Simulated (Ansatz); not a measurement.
LuAg$_{2}$: all-electron results

```
Lu Ag
1.0
    -1.81893    1.81893    4.52747
     1.81893   -1.81893    4.52747
     1.81893    1.81893   -4.52747
Lu Ag
1 2
Direct
  0.00000 0.00000 0.00000
  0.66839 0.66839 0.00000
  0.33161 0.33161 0.00000
```

Atoms are numbered in the order listed.

Structure from Materials Project entry mp-1018131 (possibly hypothetical), not relaxed further.

Spin–orbit coupling is left out, though it moves levels of the heavy atoms by tenths of an eV or more.

Levels of theory: DFT, LDA, all-electron LAPW, scalar-relativistic (Ansatz 0.2.0); DFT, LDA, PAW with Ansatz's default frozen-core files, scalar-relativistic (Ansatz 0.2.0).

For LAPW: a Γ-centred 14×14×14 k mesh, Fermi–Dirac smearing of 0.08 eV, basis error target 1 meV/atom, no spin polarisation. PAW takes a cutoff of 420 eV at this cell (files made with PBE, cores remade for this functional). The Ansatz runs share mesh, smearing and spin set-up. Values come from LAPW unless marked.

- Largest force: 0.031 eV/Å on Ag2
- Volume per atom: 19.97 Å³

(1) Stress xx, yy, zz (compression positive): what does the calculation give?

(2) Löwdin charges (with 0.35 e of the cell spilling out of the atomic basis, so their sizes and signs hang on that basis): what does the calculation give?

(3) Predict this quantity. Density of states at the Fermi level (0.2 eV bin).

(4) Pressure at this cell: what does the calculation give?

(5) Predict this quantity. Bader charges (from the PAW run).

(6) Predict this quantity. Band gap.

Answers

(1) -5.72, -5.72, -6.45 GPa.

(2) Lu1 -0.32, Ag2 0.34 e.

(3) 1.03 states/eV per cell.

(4) -5.96 GPa.

(5) Lu1 +1.47, Ag2 -0.73 e.

(6) none: with an odd electron count and no spin polarisation the bands can't all be full, a metal in this set-up (spin order or a larger cell could open a gap).
